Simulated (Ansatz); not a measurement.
Ag:
```cif
data_Ag4
_chemical_formula_sum 'Ag4'
_space_group_name_H-M_alt 'Fm-3m'
_space_group_IT_number 225
_space_group_name_Hall '-F 4 2 3'
_cell_length_a 4.14802
_cell_length_b 4.14802
_cell_length_c 4.14802
_cell_angle_alpha 90.000
_cell_angle_beta 90.000
_cell_angle_gamma 90.000
loop_
_atom_site_label
_atom_site_type_symbol
_atom_site_symmetry_multiplicity
_atom_site_Wyckoff_symbol
_atom_site_fract_x
_atom_site_fract_y
_atom_site_fract_z
_atom_site_occupancy
Ag1 Ag 4 a 0.00000 0.00000 0.00000 1
```
(The calculation used a cell of 1 atom; values per cell refer to that cell.)

Relaxed with PBE.

### Question
Which orbitals make up the states near the Fermi level in plane-wave PAW PBE (Ansatz code)?

### Answer
Within 0.5 eV of the Fermi level: Ag 5s 54 %, Ag 4d 16 %, outside the projected shells 29 %. Projections are on Löwdin-orthogonalised atomic valence shells; empty p or d shells of many metals are not among them.

### Question
Tabulate the density of states.

### Answer
States/eV per cell of 1 atom, in 0.25 eV bins, energy from the Fermi level.

```csv
E (eV),total,Ag 4d,Ag 5s
-7.65,0.00,0.00,0.00
-7.40,0.03,0.00,0.03
-7.15,0.06,0.00,0.06
-6.90,0.09,0.00,0.08
-6.65,0.12,0.01,0.11
-6.40,0.16,0.02,0.14
-6.15,0.77,0.51,0.25
-5.90,2.47,2.05,0.41
-5.65,3.73,3.30,0.42
-5.40,2.64,2.47,0.15
-5.15,2.52,2.42,0.08
-4.90,2.81,2.71,0.09
-4.65,3.22,3.08,0.11
-4.40,4.37,4.19,0.14
-4.15,2.71,2.57,0.11
-3.90,3.26,3.14,0.09
-3.65,3.28,3.18,0.07
-3.40,2.79,2.72,0.06
-3.15,3.81,3.74,0.06
-2.90,2.53,2.45,0.07
-2.65,0.23,0.14,0.09
-2.40,0.22,0.12,0.10
-2.15,0.22,0.10,0.11
-1.90,0.23,0.09,0.12
-1.65,0.23,0.08,0.13
-1.40,0.23,0.08,0.14
-1.15,0.24,0.07,0.14
-0.90,0.24,0.06,0.15
-0.65,0.25,0.06,0.15
-0.40,0.27,0.05,0.15
-0.15,0.28,0.05,0.15
0.10,0.28,0.04,0.15
0.35,0.28,0.04,0.15
0.60,0.27,0.03,0.14
0.85,0.27,0.03,0.13
1.10,0.27,0.03,0.13
1.35,0.27,0.02,0.12
1.60,0.27,0.02,0.11
1.85,0.26,0.02,0.10
2.10,0.25,0.02,0.09
2.35,0.24,0.01,0.08
2.60,0.22,0.01,0.07
2.85,0.21,0.01,0.06
3.10,0.19,0.01,0.05
3.35,0.23,0.01,0.10
3.60,0.34,0.02,0.18
3.85,0.35,0.02,0.18
4.10,0.34,0.02,0.16
4.35,0.32,0.01,0.14
4.60,0.32,0.01,0.13
4.85,0.32,0.01,0.11
```

Symmetry was held in the PBE relaxation. The run is not spin-polarised. Spin–orbit coupling is left out wherever it is not named.

Potentials: the later of the program's two PAW sets.
